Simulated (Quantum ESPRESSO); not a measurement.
TaTi2Mo3Sc2, input and log of a self-consistent run

Simulated, not a measurement. The program is pw.x of Quantum ESPRESSO 7.5 (plane-wave density functional theory). The cell is made up: eight metal atoms on a face-centred cubic lattice, with elements, volume, strain and displacements drawn at random and not relaxed, so it may be unstable or far from any real phase. PseudoDojo standard norm-conserving files set the functional (PBE unless stated); there is no spin polarisation or spin-orbit coupling, the Fermi-Dirac width of 0.25 eV means electrons at about 2900 K, and the masses in the input are unused placeholders. Heavy elements are run without spin-orbit coupling, which real alloys of them have. A spin test at this wide smearing found no moment, but such smearing suppresses magnetism that the real alloy may have.

Input:

```
&control calculation='scf', pseudo_dir='./dojo.nc.sr.pbe.v0_5.standard.upf', outdir='./o', disk_io='minimal', tprnfor=.true., tstress=.true. /
&system ibrav=0, nat=8, ntyp=4, nbnd=69, ecutwfc=84.00895049, nosym=.true., tot_charge=0,
 occupations='smearing', smearing='fd', degauss=0.0183746611
/
&electrons conv_thr=1.470e-08, electron_maxstep=70, mixing_beta=0.5 /
ATOMIC_SPECIES
Mo 1.0 Mo.upf
Sc 1.0 Sc.upf
Ta 1.0 Ta.upf
Ti 1.0 Ti.upf
CELL_PARAMETERS angstrom
-4.3539 0.0074 0.0117
-2.1637 -4.4022 -2.2061
-2.1871 -4.3593 6.5557
ATOMIC_POSITIONS angstrom
Ta 0.0157 0.0552 -0.029
Ti -2.2114 -4.279 2.1187
Ti -2.1628 -2.1544 -0.0447
Mo -4.2912 -6.5824 2.2237
Sc -4.3274 -4.3853 4.4064
Mo -4.4134 -4.4818 -0.0255
Mo -4.3421 -2.2526 2.2631
Sc -6.5687 -6.5434 4.3528
K_POINTS automatic
6 5 3 1 1 1
```

The log is shortened where brackets say so; the opening notice, blank lines, dates and the lines on written files are dropped, and the path of the files is cut. It prints rydbergs, bohrs and kilobars, and counts compression as positive stress. Its total energy is the free energy E - TS of the whole cell.

```
     Program PWSCF v.7.5
     Parallel version (MPI & OpenMP), running on       4 processor cores
     Number of MPI processes:                 4
     Threads/MPI process:                     1
     [start-up lines left out]
     bravais-lattice index     =            0
     lattice parameter (alat)  =       8.2277  a.u.
     unit-cell volume          =    1131.4355 (a.u.)^3
     number of atoms/cell      =            8
     number of atomic types    =            4
     number of electrons       =       101.00
     number of Kohn-Sham states=           69
     kinetic-energy cutoff     =      84.0090  Ry
     charge density cutoff     =     336.0358  Ry
     scf convergence threshold =      1.5E-08
     mixing beta               =       0.5000
     number of iterations used =            8  plain     mixing
     Exchange-correlation= PBE
                           (   1   4   3   4   0   0   0)
     [axes and pseudopotential details left out]
   Cartesian axes
     site n.     atom                  positions (alat units)
         1        Ta     tau(   1) = (   0.0036059   0.0126782  -0.0066607  )
         2        Ti     tau(   2) = (  -0.5079099  -0.9827921   0.4866187  )
         3        Ti     tau(   3) = (  -0.4967475  -0.4948182  -0.0102666  )
         4        Mo     tau(   4) = (  -0.9855941  -1.5118323   0.5107349  )
         5        Sc     tau(   5) = (  -0.9939085  -1.0072068   1.0120530  )
         6        Mo     tau(   6) = (  -1.0136608  -1.0293708  -0.0058568  )
         7        Mo     tau(   7) = (  -0.9972847  -0.5173726   0.5197842  )
         8        Sc     tau(   8) = (  -1.5086857  -1.5028749   0.9997423  )
     number of k points=    45  Fermi-Dirac smearing, width (Ry)=  0.0184
                       cart. coord. in units 2pi/alat
        k(    1) = (  -0.0833711  -0.0745992   0.0332707), wk =   0.0444444
        k(    2) = (  -0.0839802   0.0921267  -0.2988279), wk =   0.0444444
     [further k points left out]
     Dense  grid:   117639 G-vectors     FFT dimensions: (  50,  60,  96)
     Estimated max dynamical RAM per process >     393.42 MB
     Estimated total dynamical RAM >       1.45 GB
     Initial potential from superposition of free atoms
     starting charge     100.9863, renormalised to     101.0000
     Starting wfcs are   80 randomized atomic wfcs
     total cpu time spent up to now is        6.4 secs
     per-process dynamical memory:   305.4 Mb
     Self-consistent Calculation
     iteration #  1     ecut=    84.01 Ry     beta= 0.50
     Davidson diagonalization with overlap
     ethr =  1.00E-02,  avg # of iterations =  3.0
     total cpu time spent up to now is       19.5 secs
     total energy              =    -979.89674596 Ry
     estimated scf accuracy    <       4.50355649 Ry
     iteration #  2     ecut=    84.01 Ry     beta= 0.50
     Davidson diagonalization with overlap
     ethr =  4.46E-03,  avg # of iterations =  5.3
     total cpu time spent up to now is       39.1 secs
     total energy              =    -979.25344724 Ry
     estimated scf accuracy    <      69.33095271 Ry
     iteration #  3     ecut=    84.01 Ry     beta= 0.50
     Davidson diagonalization with overlap
     ethr =  4.46E-03,  avg # of iterations =  3.9
     total cpu time spent up to now is       53.2 secs
     total energy              =    -982.45551267 Ry
     estimated scf accuracy    <       3.71835605 Ry
     iteration #  4     ecut=    84.01 Ry     beta= 0.50
     Davidson diagonalization with overlap
     ethr =  3.68E-03,  avg # of iterations =  1.2
     total cpu time spent up to now is       63.7 secs
     total energy              =    -982.60497427 Ry
     estimated scf accuracy    <       1.73714630 Ry
     iteration #  5     ecut=    84.01 Ry     beta= 0.50
     Davidson diagonalization with overlap
     ethr =  1.72E-03,  avg # of iterations =  1.9
     total cpu time spent up to now is       74.3 secs
     total energy              =    -982.63247264 Ry
     estimated scf accuracy    <       0.58585001 Ry
     [iterations 6 to 18 left out]
     iteration # 19     ecut=    84.01 Ry     beta= 0.50
     Davidson diagonalization with overlap
     ethr =  2.82E-09,  avg # of iterations =  1.0
     total cpu time spent up to now is      268.8 secs
     total energy              =    -982.67800827 Ry
     estimated scf accuracy    <       0.00000089 Ry
     iteration # 20     ecut=    84.01 Ry     beta= 0.50
     Davidson diagonalization with overlap
     ethr =  8.85E-10,  avg # of iterations =  1.3
     total cpu time spent up to now is      279.3 secs
     total energy              =    -982.67800833 Ry
     estimated scf accuracy    <       0.00000010 Ry
     iteration # 21     ecut=    84.01 Ry     beta= 0.50
     Davidson diagonalization with overlap
     ethr =  9.80E-11,  avg # of iterations =  6.0
     total cpu time spent up to now is      293.1 secs
     total energy              =    -982.67800834 Ry
     estimated scf accuracy    <       0.00000003 Ry
     iteration # 22     ecut=    84.01 Ry     beta= 0.50
     Davidson diagonalization with overlap
     ethr =  2.89E-11,  avg # of iterations =  4.2
     total cpu time spent up to now is      306.3 secs
     total energy              =    -982.67800834 Ry
     estimated scf accuracy    <       0.00000004 Ry
     iteration # 23     ecut=    84.01 Ry     beta= 0.50
     Davidson diagonalization with overlap
     ethr =  2.89E-11,  avg # of iterations =  3.2
     total cpu time spent up to now is      318.0 secs
     End of self-consistent calculation
     [lines on levels left out]
!    total energy              =    -982.67800834 Ry
     estimated scf accuracy    <          7.0E-09 Ry
     smearing contrib. (-TS)   =      -0.19990405 Ry
     internal energy E=F+TS    =    -982.47810429 Ry
     The total energy is F=E-TS. E is the sum of the following terms:
     one-electron contribution =    -296.03877142 Ry
     hartree contribution      =     179.98009995 Ry
     xc contribution           =    -157.72953433 Ry
     ewald contribution        =    -708.68989849 Ry
     convergence has been achieved in  23 iterations
     Forces acting on atoms (cartesian axes, Ry/au):
     atom    1 type  3   force =    -0.00147504   -0.00529034    0.04171969
     atom    2 type  4   force =     0.00162133    0.00636614   -0.01954017
     atom    3 type  4   force =    -0.00084452   -0.01361086    0.03798729
     atom    4 type  1   force =    -0.00809618   -0.00756682   -0.02538276
     atom    5 type  2   force =    -0.00654689    0.02071058   -0.02378307
     atom    6 type  1   force =    -0.00124241   -0.01357688    0.00205390
     atom    7 type  1   force =     0.00151547    0.02314026   -0.01384055
     atom    8 type  2   force =     0.01506824   -0.01017209    0.00078566
     Total force =     0.082944     Total SCF correction =     0.000353
     Computing stress (Cartesian axis) and pressure
          total   stress  (Ry/bohr**3)                   (kbar)     P=     -144.85
  -0.00092937  -0.00002839   0.00000874         -136.72       -4.18        1.29
  -0.00002839  -0.00099000   0.00001386           -4.18     -145.63        2.04
   0.00000874   0.00001386  -0.00103456            1.29        2.04     -152.19
     init_run     :      6.09s CPU      6.36s WALL (       1 calls)
     electrons    :    304.63s CPU    311.62s WALL (       1 calls)
     forces       :      1.92s CPU      1.94s WALL (       1 calls)
     stress       :      6.58s CPU      6.58s WALL (       1 calls)
     [timing details left out]
     PWSCF        :   5m19.29s CPU   5m26.65s WALL
     JOB DONE.
```

In other units: free energy -13370.015 eV for the cell, pressure -14.48 GPa, largest force component 1.073 eV/Å in size. The run took 328 s of wall time with four MPI processes on a shared machine (Intel Xeon, 2023 or later, virtual cores), so the time is rough. A rerun of this cell at a higher cutoff and on a denser mesh moved values by no more than 0.002 eV in energy, 0.02 GPa in stress and 0.003 eV/Å in force, and a second program with other atomic files agreed on that cell to 2 % rms in force and 0.5 GPa in pressure.